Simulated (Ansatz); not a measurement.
A 2-atom cell of InP (F-43m) from a materials database (r2SCAN geometry), in Ansatz:

```cif
data_structure
_symmetry_space_group_name_H-M 'P 1'
_symmetry_Int_Tables_number 1
_cell_length_a 4.1773
_cell_length_b 4.1773
_cell_length_c 4.1773
_cell_angle_alpha 60.000
_cell_angle_beta 60.000
_cell_angle_gamma 60.000
_cell_volume 51.54
loop_
_atom_site_label
_atom_site_type_symbol
_atom_site_fract_x
_atom_site_fract_y
_atom_site_fract_z
_atom_site_occupancy
In1 In 0.00000 0.00000 0.00000 1
P1 P 0.25000 0.25000 0.25000 1
```

G0W0@PBE with 381 empty bands, a screening cutoff of 220 eV and a 6×6×6 mesh (PAW, contour deformation) gives 1.030 eV over the mesh points, from a PBE gap of 0.583 eV; it sums over 390 bands with 387 plane waves in the screening and a wave cutoff of 420 eV. No extrapolation in bands, cutoff or mesh was made for G0W0. No spin polarisation and no zero-point or thermal motion.

Question: Estimate the gap with potentials of the kind norm-conserving.

Answer: 1.062 eV (+0.032 eV), from a Kohn-Sham gap of 0.574 eV.

Question: Estimate the gap with starting point HSE06.

Answer: 1.494 eV (+0.464 eV), from a Kohn-Sham gap of 1.357 eV.

No spin-orbit coupling is included; it can move band edges with weight on the heavy atoms by tenths of an eV.

With a shallow d shell on the cation, G0W0 converges slowly in bands and cutoff, so these values are in doubt.
